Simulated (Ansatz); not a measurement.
# Fields on a plane of Ta4GaSe8 (space group F-43m)

```xyz
13
Lattice="0.0000 5.1687 5.1687 5.1687 0.0000 5.1687 5.1687 5.1687 0.0000" Properties=species:S:1:pos:R:3 pbc="T T T"
Ta     1.0599     4.1088     4.1088
Ta     1.0599     1.0599     1.0599
Ta     4.1088     4.1088     1.0599
Ta     4.1088     1.0599     4.1088
Ga     5.1687     5.1687     5.1687
Se     8.9245     6.5816     6.5816
Se     8.9245     8.9245     8.9245
Se     6.5816     6.5816     8.9245
Se     6.5816     8.9245     6.5816
Se     3.7638     6.5736     6.5736
Se     3.7638     3.7638     3.7638
Se     6.5736     6.5736     3.7638
Se     6.5736     3.7638     6.5736
```

The slice is a {111} plane (indices of the conventional cell) through the point (0.364, 0.364, 0.364) (fractional), spanned by u = [100] and v = [-1 2 0] in vectors of this cell: u (7.31 Å) and v (12.66 Å, at 90° to u). It covers one period; positions are fractions (u, v).

Atoms on it: Se at (0.04, 0.50); Se at (0.54, 0.00); Se at (0.00, 0.00); Se at (0.50, 0.50); Se at (0.27, 0.27); Se at (0.77, 0.77). Other atoms lie within 1 Å of the plane.

Computed with PBEsol (plane waves to 420 eV, PAW, scalar-relativistic; Ansatz, a quantum-chemistry and plane-wave program). k mesh 7×7×7. Inside the PAW spheres the values are not all-electron values, and peaks at nuclei hang on which shells count as valence. Spin-orbit coupling is left out, though Ta is heavy. Ta4GaSe8 is run without spin polarisation. Ta4GaSe8 was relaxed with its symmetry unable to fall.

```tsv
v \ u	0.00	0.08	0.17	0.25	0.33	0.42	0.50	0.58	0.67	0.75	0.83	0.92
0.90	-0.5	-0.7	-1.0	-1.2	-1.2	-0.9	-0.6	-0.6	-0.8	-1.0	-0.9	-0.7
0.80	-0.9	-0.7	-0.2	0.4	0.1	-0.4	-0.9	-0.7	-0.1	1.1	0.6	-0.4
0.70	-1.2	-1.0	-0.4	0.0	-0.1	-0.7	-1.2	-1.1	-0.5	-0.1	-0.3	-0.8
0.60	-0.7	-0.6	-0.8	-0.9	-0.9	-0.7	-0.6	-0.7	-0.6	-0.3	-0.4	-0.7
0.50	1.3	1.3	-0.2	-0.8	-0.5	0.5	1.7	0.5	-0.5	-0.9	-0.8	-0.2
0.40	-0.6	-0.6	-0.8	-1.0	-0.9	-0.7	-0.5	-0.7	-1.0	-1.2	-1.2	-0.9
0.30	-0.9	-0.7	-0.1	1.1	0.6	-0.4	-0.9	-0.7	-0.2	0.4	0.1	-0.4
0.20	-1.2	-1.1	-0.5	-0.1	-0.3	-0.8	-1.2	-1.0	-0.4	0.0	-0.1	-0.7
0.10	-0.6	-0.7	-0.6	-0.3	-0.4	-0.7	-0.7	-0.6	-0.8	-0.9	-0.9	-0.7
0.00	1.7	0.5	-0.5	-0.9	-0.8	-0.2	1.3	1.3	-0.2	-0.8	-0.5	0.5
```

Values: log₁₀ of the valence density in e/Å³. The scale is logarithmic, as a density can span decades between atoms and voids.

```
|896018997038|
|761002751003|
|015773116873|
|159898259x89|
|159x68159x79|
|028996018995|
|003751003431|
|673115752224|
|999159896239|
|xx9168x88249|
|997038896018|
|751003761002|
|116873015773|
|259x89159898|
|159x79159x68|
|018995028996|
|003431003751|
|752224673115|
|896239999159|
|x88249xx9168|
```
Scale: ten equal steps from 0.06 (start of '0') to 0.81 (end of '9'), in the order '0123456789'. Values: electron localisation function (ELF). The map has 12 points along u (one character each, u = 0 at the left) and 20 along v (v = 0 in the bottom row). Points within 0.5 Å of a nucleus are blanked (x), as the pseudised field means little there.
